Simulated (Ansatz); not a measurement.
Ba, simple cubic: geometry optimisation

Computed with Ansatz 0.2.0, DFT, BLYP, plane waves (420 eV) with PAW, scalar-relativistic. (PAW data from PBE, frozen cores regenerated.)

k-point mesh 8×8×8, Fermi-Dirac smearing 0.1 eV, no spin polarisation. Cell and atoms relax.

Starting structure:

```yaml
crystal:
  lattice:
    - [4.0716264249, 0.0, 0.0]
    - [0.0, 4.0716264249, 0.0]
    - [0.0, 0.0, 4.0716264249]
  atoms:
    - { symbol: Ba, position: [0.0, 0.0, 0.0] }
hamiltonian:
  xc: blyp
  pseudopotentials:
    kind: paw
    azcp:
      Ba: "pseudopotentials/Ba.paw.azcp"
basis:
  ecutwfc: 420
  fft_grid_basis: typed
kpoints:
  mp_grid: { grid: [8, 8, 8], shift: [0, 0, 0] }
magnetization:
  spin_polarized: false
scf:
  occupations: { method: fermi_dirac, width: 0.1 }
relax:
  max_steps: 60
  f_tol: 0.01
  cell: {}
output:
  write_density: true
  write_potential: true
  elf: true
  volumetric_format: npy
```

Question: What cell does the relaxation end in?

Answer: Pm-3m with a = 4.072 Å; 67.50 Å³ per atom against 67.50 at the start (0.0 %).

Question: How much energy does the relaxation gain?

Answer: 0.0 meV per atom.

Path of the relaxation (the plane waves are chosen anew near the end, which can shift the energy a little):

| step | E − E(final) (meV/atom) | V (Å³/atom) | P (GPa) | max force (eV/Å) |
| --- | --- | --- | --- | --- |
| 0 | 0.00 | 67.500 | 0.03 | 0.000 |
| 1 | 0.00 | 67.500 | 0.03 | 0.000 |
